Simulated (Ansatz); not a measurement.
SnSe2:
```
CELL_PARAMETERS angstrom
      3.84059     0.00000     0.00000
     -1.92030     3.32605     0.00000
      0.00000     0.00000     6.00827
ATOMIC_POSITIONS crystal
  Sn 0.00000 0.00000 0.00000
  Se 0.33333 0.66667 0.26512
  Se 0.66667 0.33333 0.73488
```

Relaxed with PBE+D3(BJ). Special points in fractions of this cell's reciprocal vectors: Γ (0.000, 0.000, 0.000); M (0.500, 0.000, 0.000); K (0.333, 0.333, 0.000); A (0.000, 0.000, 0.500); L (0.500, 0.000, 0.500); H (0.333, 0.333, 0.500).

**Question.** List the band energies nearest the valence-band maximum at these points for plane-wave PAW PBE+D3(BJ) with spin–orbit coupling (Ansatz code).

**Answer.** In eV from the valence-band maximum; about four levels below and three above (degenerate sets whole), none deeper than 8.9 eV; points with the same levels are listed once.

```tsv
k	below	above
Γ	-0.48 -0.48 -0.11 -0.11	0.66 0.66 2.82 2.82
M	-1.75 -1.75 -0.44 -0.44	1.07 1.07 3.42 3.42
K	-2.04 -2.04 -1.99 -1.99	0.71 0.71 6.06 6.06
A	-0.50 -0.50 -0.22 -0.22	2.35 2.35 2.67 2.67
L	-1.25 -1.25 -0.98 -0.98	0.57 0.57 3.84 3.84
H	-0.52 -0.52 -0.42 -0.42	2.15 2.15 4.02 4.02
```

Space group P-3m1 (CdI2 type). The PBE+D3(BJ) relaxation kept the symmetry of its start; of distortions, only those at the zone centre were tested.

Potentials: the later of the program's two PAW sets.
